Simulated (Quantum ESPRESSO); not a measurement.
Zn2GaS3F, finding a planted mistake in a log

Computed values, not a measurement. The program is pw.x of Quantum ESPRESSO 7.5 (plane-wave density functional theory). The cell is made up: 7 atoms on a wurtzite lattice with one site empty, with randomly drawn elements, strain and displacements, not relaxed. PseudoDojo standard norm-conserving files (v0.5 for PBE, v0.4.1 for LDA and PBEsol) set the functional; there is no spin polarisation, spin-orbit coupling or dispersion term, and the masses in the input are unused placeholders.

Intended input:

```
&control calculation='scf', pseudo_dir='./dojo.nc.sr.pbe.v0_5.standard.upf', outdir='./o', disk_io='medium', tprnfor=.true., tstress=.true. /
&system ibrav=0, nat=7, ntyp=4, nbnd=45, ecutwfc=84.00895049, nosym=.true., tot_charge=0,
 occupations='smearing', smearing='fd', degauss=0.0018374661
/
&electrons conv_thr=7.350e-09, electron_maxstep=60, /
ATOMIC_SPECIES
F 1.0 F.upf
Ga 1.0 Ga.upf
S 1.0 S.upf
Zn 1.0 Zn.upf
CELL_PARAMETERS angstrom
3.7465 0.0 0.0
0.0 6.4891 0.0
0.0 0.0 6.118
ATOMIC_POSITIONS angstrom
Zn 1.9283 3.2845 0.0715
Ga 1.9942 1.1082 3.0113
Zn -0.0198 4.2868 3.0154
S 0.0973 0.1013 2.3895
S 1.8609 3.1919 2.1608
F 1.7748 1.0362 5.5058
S -0.0432 4.331 5.3464
K_POINTS automatic
5 4 4 1 1 1
```

The log is shortened where brackets say so; the opening notice, blank lines, dates and the lines on written files are dropped, and the path of the files is cut. It prints rydbergs, bohrs and kilobars, and counts compression as positive stress. Where no state is partly filled, the Fermi energy that it prints is only some level between the filled and the empty states on the mesh, and need not lie in the true gap.

Log of the intended run:

```
     Program PWSCF v.7.5
     Parallel version (MPI & OpenMP), running on       1 processor cores
     Number of MPI processes:                 1
     Threads/MPI process:                     1
     [start-up lines left out]
     bravais-lattice index     =            0
     lattice parameter (alat)  =       7.0799  a.u.
     unit-cell volume          =    1003.7286 (a.u.)^3
     number of atoms/cell      =            7
     number of atomic types    =            4
     number of electrons       =        78.00
     number of Kohn-Sham states=           45
     kinetic-energy cutoff     =      84.0090  Ry
     charge density cutoff     =     336.0358  Ry
     scf convergence threshold =      7.3E-09
     mixing beta               =       0.7000
     number of iterations used =            8  plain     mixing
     Exchange-correlation= PBE
                           (   1   4   3   4   0   0   0)
     [axes and pseudopotential details left out]
   Cartesian axes
     site n.     atom                  positions (alat units)
         1        Zn     tau(   1) = (   0.5146937   0.8766849   0.0190845  )
         2        Ga     tau(   2) = (   0.5322835   0.2957961   0.8037635  )
         3        Zn     tau(   3) = (  -0.0052849   1.1442146   0.8048579  )
         4        S      tau(   4) = (   0.0259709   0.0270386   0.6377953  )
         5        S      tau(   5) = (   0.4967036   0.8519685   0.5767516  )
         6        F      tau(   6) = (   0.4737221   0.2765781   1.4695849  )
         7        S      tau(   7) = (  -0.0115308   1.1560123   1.4270386  )
     number of k points=    40  Fermi-Dirac smearing, width (Ry)=  0.0018
                       cart. coord. in units 2pi/alat
        k(    1) = (   0.1000000   0.0721691   0.0765467), wk =   0.0500000
        k(    2) = (   0.1000000   0.0721691   0.2296400), wk =   0.0500000
     [further k points left out]
     Dense  grid:   104445 G-vectors     FFT dimensions: (  45,  72,  72)
     Estimated max dynamical RAM per process >     144.25 MB
     Initial potential from superposition of free atoms
     starting charge      77.9970, renormalised to      78.0000
     Starting wfcs are   45 randomized atomic wfcs
     total cpu time spent up to now is       11.2 secs
     per-process dynamical memory:   105.2 Mb
     Self-consistent Calculation
     iteration #  1     ecut=    84.01 Ry     beta= 0.70
     Davidson diagonalization with overlap
     ethr =  1.00E-02,  avg # of iterations =  5.0
     Threshold (ethr) on eigenvalues was too large:
     Diagonalizing with lowered threshold
     Davidson diagonalization with overlap
     ethr =  9.15E-04,  avg # of iterations =  1.1
     total cpu time spent up to now is       95.1 secs
     total energy              =   -1104.37081014 Ry
     estimated scf accuracy    <       0.69737378 Ry
     iteration #  2     ecut=    84.01 Ry     beta= 0.70
     Davidson diagonalization with overlap
     ethr =  8.94E-04,  avg # of iterations =  4.0
     total cpu time spent up to now is      139.9 secs
     total energy              =   -1104.02323721 Ry
     estimated scf accuracy    <       2.70611105 Ry
     [iterations 3 to 10 left out]
     iteration # 11     ecut=    84.01 Ry     beta= 0.70
     Davidson diagonalization with overlap
     ethr =  2.05E-10,  avg # of iterations =  2.0
     total cpu time spent up to now is      413.0 secs
     total energy              =   -1104.68265154 Ry
     estimated scf accuracy    <       0.00000004 Ry
     iteration # 12     ecut=    84.01 Ry     beta= 0.70
     Davidson diagonalization with overlap
     ethr =  5.26E-11,  avg # of iterations =  2.1
     total cpu time spent up to now is      447.2 secs
     End of self-consistent calculation
     [lines on levels left out]
     the Fermi energy is     5.7985 ev
!    total energy              =   -1104.68265155 Ry
     estimated scf accuracy    <          3.7E-09 Ry
     smearing contrib. (-TS)   =      -0.00000000 Ry
     internal energy E=F+TS    =   -1104.68265155 Ry
     The total energy is F=E-TS. E is the sum of the following terms:
     one-electron contribution =    -941.83637362 Ry
     hartree contribution      =     494.56716120 Ry
     xc contribution           =    -161.65238178 Ry
     ewald contribution        =    -495.76105735 Ry
     convergence has been achieved in  12 iterations
     Forces acting on atoms (cartesian axes, Ry/au):
     atom    1 type  4   force =    -0.02384363   -0.02732965   -0.12529052
     atom    2 type  2   force =    -0.01676399    0.00366749    0.08455887
     atom    3 type  4   force =     0.00131158    0.00674294    0.04476622
     atom    4 type  3   force =     0.00489955   -0.02983337   -0.02449351
     atom    5 type  3   force =    -0.00130512    0.00882670    0.09034289
     atom    6 type  1   force =     0.01077704    0.04699920   -0.05920369
     atom    7 type  3   force =     0.02492458   -0.00907332   -0.01068026
     Total force =     0.207153     Total SCF correction =     0.000316
     Computing stress (Cartesian axis) and pressure
          total   stress  (Ry/bohr**3)                   (kbar)     P=       11.22
   0.00018753   0.00003245  -0.00003286           27.59        4.77       -4.83
   0.00003245   0.00001811  -0.00002677            4.77        2.66       -3.94
  -0.00003286  -0.00002677   0.00002320           -4.83       -3.94        3.41
     init_run     :      9.28s CPU     11.14s WALL (       1 calls)
     electrons    :    402.99s CPU    435.99s WALL (       1 calls)
     forces       :      3.95s CPU      4.01s WALL (       1 calls)
     stress       :     13.53s CPU     13.61s WALL (       1 calls)
     [timing details left out]
     PWSCF        :   7m 9.96s CPU   7m46.64s WALL
     JOB DONE.
```

A second run was made from an input with one planted mistake. Its log:

```
     Program PWSCF v.7.5
     Parallel version (MPI & OpenMP), running on       4 processor cores
     Number of MPI processes:                 4
     Threads/MPI process:                     1
     [start-up lines left out]
     bravais-lattice index     =            0
     lattice parameter (alat)  =       7.0799  a.u.
     unit-cell volume          =    1003.7286 (a.u.)^3
     number of atoms/cell      =            7
     number of atomic types    =            4
     number of electrons       =        78.00
     number of Kohn-Sham states=           45
     kinetic-energy cutoff     =      84.0090  Ry
     charge density cutoff     =     336.0358  Ry
     scf convergence threshold =      7.3E-09
     mixing beta               =       0.7000
     number of iterations used =            8  plain     mixing
     Exchange-correlation= SLA  PW   NOGX NOGC
                           (   1   4   0   0   0   0   0)
     [axes and pseudopotential details left out]
   Cartesian axes
     site n.     atom                  positions (alat units)
         1        Zn     tau(   1) = (   0.5146937   0.8766849   0.0190845  )
         2        Ga     tau(   2) = (   0.5322835   0.2957961   0.8037635  )
         3        Zn     tau(   3) = (  -0.0052849   1.1442146   0.8048579  )
         4        S      tau(   4) = (   0.0259709   0.0270386   0.6377953  )
         5        S      tau(   5) = (   0.4967036   0.8519685   0.5767516  )
         6        F      tau(   6) = (   0.4737221   0.2765781   1.4695849  )
         7        S      tau(   7) = (  -0.0115308   1.1560123   1.4270386  )
     number of k points=    40  Fermi-Dirac smearing, width (Ry)=  0.0018
                       cart. coord. in units 2pi/alat
        k(    1) = (   0.1000000   0.0721691   0.0765467), wk =   0.0500000
        k(    2) = (   0.1000000   0.0721691   0.2296400), wk =   0.0500000
     [further k points left out]
     Dense  grid:   104445 G-vectors     FFT dimensions: (  45,  72,  72)
     Estimated max dynamical RAM per process >     233.87 MB
     Estimated total dynamical RAM >     858.97 MB
     Initial potential from superposition of free atoms
     starting charge      77.9976, renormalised to      78.0000
     Starting wfcs are   45 randomized atomic wfcs
     total cpu time spent up to now is        3.9 secs
     per-process dynamical memory:   176.9 Mb
     Self-consistent Calculation
     iteration #  1     ecut=    84.01 Ry     beta= 0.70
     Davidson diagonalization with overlap
     ethr =  1.00E-02,  avg # of iterations =  4.8
     Threshold (ethr) on eigenvalues was too large:
     Diagonalizing with lowered threshold
     Davidson diagonalization with overlap
     ethr =  8.63E-04,  avg # of iterations =  1.2
     total cpu time spent up to now is       19.3 secs
     total energy              =   -1103.82591705 Ry
     estimated scf accuracy    <       0.65541002 Ry
     iteration #  2     ecut=    84.01 Ry     beta= 0.70
     Davidson diagonalization with overlap
     ethr =  8.40E-04,  avg # of iterations =  4.2
     total cpu time spent up to now is       28.0 secs
     total energy              =   -1103.45806495 Ry
     estimated scf accuracy    <       2.79936047 Ry
     [iterations 3 to 10 left out]
     iteration # 11     ecut=    84.01 Ry     beta= 0.70
     Davidson diagonalization with overlap
     ethr =  1.35E-10,  avg # of iterations =  2.0
     total cpu time spent up to now is       94.1 secs
     total energy              =   -1104.12419688 Ry
     estimated scf accuracy    <       0.00000003 Ry
     iteration # 12     ecut=    84.01 Ry     beta= 0.70
     Davidson diagonalization with overlap
     ethr =  3.82E-11,  avg # of iterations =  2.0
     total cpu time spent up to now is      100.6 secs
     End of self-consistent calculation
     [lines on levels left out]
     the Fermi energy is     5.3858 ev
!    total energy              =   -1104.12419689 Ry
     estimated scf accuracy    <          1.9E-09 Ry
     smearing contrib. (-TS)   =      -0.00000000 Ry
     internal energy E=F+TS    =   -1104.12419689 Ry
     The total energy is F=E-TS. E is the sum of the following terms:
     one-electron contribution =    -942.55413458 Ry
     hartree contribution      =     493.53039672 Ry
     xc contribution           =    -159.33940168 Ry
     ewald contribution        =    -495.76105735 Ry
     convergence has been achieved in  12 iterations
     Forces acting on atoms (cartesian axes, Ry/au):
     atom    1 type  4   force =    -0.02204550   -0.02543491   -0.11757386
     atom    2 type  2   force =    -0.01676023    0.00379891    0.07756000
     atom    3 type  4   force =     0.00131091    0.00509524    0.04384197
     atom    4 type  3   force =     0.00392909   -0.02797704   -0.01539263
     atom    5 type  3   force =    -0.00009099    0.00969898    0.08380718
     atom    6 type  1   force =     0.01133584    0.05460726   -0.06038040
     atom    7 type  3   force =     0.02232089   -0.01978844   -0.01186226
     Total force =     0.197881     Total SCF correction =     0.000288
     Computing stress (Cartesian axis) and pressure
          total   stress  (Ry/bohr**3)                   (kbar)     P=      -40.53
  -0.00018242   0.00002463  -0.00002393          -26.84        3.62       -3.52
   0.00002463  -0.00032064  -0.00001818            3.62      -47.17       -2.67
  -0.00002393  -0.00001818  -0.00032356           -3.52       -2.67      -47.60
     init_run     :      3.71s CPU      3.83s WALL (       1 calls)
     electrons    :     96.20s CPU     96.72s WALL (       1 calls)
     forces       :      1.12s CPU      1.13s WALL (       1 calls)
     stress       :      3.84s CPU      3.84s WALL (       1 calls)
     [timing details left out]
     PWSCF        :   1m45.00s CPU   1m45.72s WALL
     JOB DONE.
```

Question: what was wrong in the second input?

Answer: the files are those of another functional. The input lines that differ, file-writing options aside:

```
- &control calculation='scf', pseudo_dir='./dojo.nc.sr.pbe.v0_5.standard.upf', outdir='./o', disk_io='medium', tprnfor=.true., tstress=.true. /
+ &control calculation='scf', pseudo_dir='./dojo.nc.sr.lda.v0_4_1.standard.upf', outdir='./o', disk_io='low', tprnfor=.true., tstress=.true. /
```

|  | intended run | run with the mistake |
| --- | --- | --- |
| free energy (eV) | -15029.973 | -15022.375 |
| smearing term -TS (eV) | 0.0000 | 0.0000 |
| pressure (GPa) | 1.12 | -4.05 |
| largest force component (eV/Å) | 3.221 | 3.023 |
| largest change of a force component (eV/Å) |  | 0.275 |
| iterations | 12 | 12 |

For scale, a rerun of the intended cell at 1437 eV and a 7 x 6 x 6 mesh moved values by no more than 0.007 eV in energy, 0.06 GPa in stress and 0.002 eV/Å in force. Files of another functional have another zero of energy, so the energy change says nothing on stability.